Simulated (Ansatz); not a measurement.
The elements of this relaxed trial crystal are hidden behind letters.

```
lattice vectors (Å)
   4.5445    0.0000    0.0000
   0.0000    3.1712    0.0000
  -1.0929    0.0000    5.3910
fractional positions
X 0.0788 0.5000 0.2258
X 0.4661 0.0000 0.7555
Z 0.9590 0.5000 0.7278
Z 0.5745 0.0000 0.2647
Q 0.9217 0.0000 0.5262
```

These are results of Ansatz, DFT PBE, scalar-relativistic, plane waves, PAW, not measurements. Cutoff 420 eV, Γ-centred 8×12×8 mesh (5-atom cell), Gaussian smearing of 0.10 eV, no spin polarisation.

| Item | Value |
| --- | --- |
| Space group | Pm (No. 6) |
| Conventional cell | a = 4.545 Å, b = 3.171 Å, c = 5.501 Å, β = 101.5° |
| Volume per atom | 15.54 Å³ |
| Density | 5.36 g/cm³ |
| Energy over the elements | −0.42 eV/atom |
| Gap on the 8×12×8 mesh of the 5-atom cell | 0 eV (a metal) |

Energies are uncorrected and count from the elements' standard states at the same level.

**Question.** X is a d-block element of period 5, Z is a p-block element of period 3 and Q is a p-block element of period 2. Which elements are they?

**Answer.** X = Zr, Z = Si, Q = C, so the formula is Zr2Si2C. Density times volume gives a mean mass of 5.36 × 15.54/1.6605 = 50.2 u per atom, and this set has 50.1 u. Zr on its first site has 2 C at 2.49 Å, 6 Si at 2.69–2.92 Å and 2 Zr at 3.17 Å; around Si on its first site lie 2 C at 1.92 Å and 6 Zr at 2.69–2.92 Å; C is surrounded by 3 Si at 1.91–1.92 Å and 4 Zr at 2.49–2.63 Å; 2 more sites not described. Other sets within the hints have nearly the same mass, so mass alone doesn't settle it; this one was computed.

This cell was reached by moving the atoms of another relaxed cell at random and relaxing again, last within the group found; it had no such test of its own. Another cell of Zr2Si2C relaxed alike, in P-3m1, lies 263 meV/atom lower, so this cell isn't the stable form at this level.
